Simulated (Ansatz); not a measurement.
Values for one crystal, relaxed and computed with PBEsol (plane waves, PAW; program Ansatz); other levels are named.

- Volume per atom = 19.28 Å³
- Electronic character = metallic (no gap)
- Highest zone-centre frequency = 158 cm⁻¹
- Formation energy from the elements (no fitted shifts) = -0.43 eV/atom
- Gap with spin–orbit coupling = none (metallic)
- Zone-centre stability = no imaginary mode at Γ
- Bulk modulus (Birch–Murnaghan fit) = 170 GPa

Question: Which compound is it?
A) ZrRh3, Cu3Au type
B) ZrIr, rock salt
C) GaBi, rock salt
D) ZrRu, CsCl type

Answer: B, ZrIr, rock salt

Space group Fm-3m (rock salt). The start of the workflow was typed in or built on a structure type; neither database checked (COD, Materials Project) lists it. COD files the formula under space group No. 221. Whether it is the stable phase at ambient conditions was not checked. The cell was relaxed with PBEsol under the symmetry of its start. The run is not spin-polarised. As this level gives no gap, phonon frequencies hold no LO–TO term and depend on the k-mesh and smearing (Fermi–Dirac, 0.1 eV here). The references are the lowest solids computed at this level, not always the standard phases. Spin–orbit coupling is left out wherever it is not named.

Potentials: the later of the program's two PAW sets.
